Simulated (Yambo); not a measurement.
G0W0@PBEsol for AlP (wurtzite, space group P6_3mc, No. 186) in Yambo. Reference settings: 6×6×2 Γ-centred k mesh, 179 bands and a 10 Ry block in the screening, 179 bands in G with the Bruneval-Gonze terminator, plasmon pole fitted at 27.2 eV. The PBEsol gap Γ → M on this mesh is 1.82 eV; G0W0 gaps are taken between the same points.

The settings were changed. The gap went from 2.81 eV to 2.73 eV, and the shift of the valence edge from -0.84 eV to -0.67 eV.

### Question
Name the change that produced these shifts.
A. 109 bands in G, no terminator
B. no random integration
C. 8 Ry block
D. 109 bands in W, 109 bands in G

### Answer
A, 109 bands in G, no terminator. The others gave (gap, valence shift): 8 Ry block: 2.78, -0.80 eV; no random integration: 2.80, -0.80 eV; 109 bands in W, 109 bands in G: 2.79, -0.76 eV.

Geometry relaxed with PBEsol; primitive cell a = b = 3.861 Å, c = 6.335 Å, α = β = 90.00°, γ = 120.00°.

This is not the ordinary phase of the substance; no match was found in the copy of COD used, and its stability was not checked.

A shift is the quasiparticle energy of the state minus its PBEsol energy.
